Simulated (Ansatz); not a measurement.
A geometry of WSe2 away from equilibrium: step 2 of the relaxation of a relaxed WSe2 cell with every coordinate shifted by Gaussian noise of σ = 0.2 Å. These are r2SCAN (plane waves to 500 eV, PAW, scalar-relativistic; Ansatz, a program for electronic structure) values and carry that method's errors. Γ-centred k-mesh 8×8×2 on the run's cell (coarser than for final values), Fermi–Dirac smearing 0.05 eV.

```yaml
crystal:
  lattice:
    - [3.32859, -0.00969, 0.01649]
    - [-1.67268, 2.88926, -0.00318]
    - [0.06821, 0.02418, 13.80294]
  atoms:
    - { symbol: W, position: [0.34651, 0.58008, 0.24308] }
    - { symbol: W, position: [0.63901, 0.35349, 0.76372] }
    - { symbol: Se, position: [0.37127, 0.65079, 0.62278] }
    - { symbol: Se, position: [0.76225, 0.31045, 0.11367] }
    - { symbol: Se, position: [0.68336, 0.54553, 0.38684] }
    - { symbol: Se, position: [0.37909, 0.71695, 0.87509] }
```

Q: What forces act on the atoms (eV/Å)?

A: 
```json
[
 {"atom": "W1", "Fx": "0.22", "Fy": "1.65", "Fz": "-1.68"},
 {"atom": "W2", "Fx": "3.28", "Fy": "0.48", "Fz": "-4.73"},
 {"atom": "Se3", "Fx": "-1.32", "Fy": "0.41", "Fz": "2.61"},
 {"atom": "Se4", "Fx": "-1.57", "Fy": "-1.12", "Fz": "1.45"},
 {"atom": "Se5", "Fx": "1.37", "Fy": "-0.55", "Fz": "0.25"},
 {"atom": "Se6", "Fx": "-1.98", "Fy": "-0.89", "Fz": "2.10"}
]
```

Q: What is the pressure?

A: -2.8 GPa, compression positive.

No spin polarisation in the result. No dispersion correction is included, so spacings between layers, chains or molecules are soft and tend to come out too large.
